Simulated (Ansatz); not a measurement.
Consider the following.

LaC$_{2}$:
```yaml
crystal:
  lattice:
    - [-1.92954, 1.92954, 3.24750]
    - [1.92954, -1.92954, 3.24750]
    - [1.92954, 1.92954, -3.24750]
  atoms:
    - { symbol: La, position: [0.00000, 0.00000, 0.00000] }
    - { symbol: C, position: [0.40109, 0.40109, 0.00000] }
    - { symbol: C, position: [0.59891, 0.59891, 0.00000] }
```

This is the LDA-relaxed structure. x, y and z are the axes in which the lattice vectors are written.

Q: All from the program Ansatz at the LDA level (PAW), unless another level is named. Estimate the highest zone-centre frequency.

A: 1687 cm⁻¹.

Q: Next, the Debye temperature from the elastic constants?

A: 346 K.

Q: And the elastic constants (relaxed ions, GPa)?

A: C11 = 153, C12 = 101, C13 = 25.5, C33 = 394, C44 = 11.0, C66 = 74.2.

Space group I4/mmm (MoSi2 or CaC2 type). The workflow started from a Materials Project entry (that database holds measured and hypothetical structures alike); the Crystallography Open Database files this formula in space group No. 139, but the cells were not matched. Its standing as an ambient phase is unchecked. The cell was relaxed with LDA under the symmetry of its start; whether a distortion lowers the energy is not shown. As this level gives no gap, shear constants depend on the k-mesh and smearing (Fermi–Dirac, 0.1 eV here). As this level gives no gap, phonon frequencies hold no LO–TO term and depend on the k-mesh and smearing (Fermi–Dirac, 0.1 eV here). Spin–orbit coupling is left out wherever it is not named.

Potentials: the later of the program's two PAW sets.
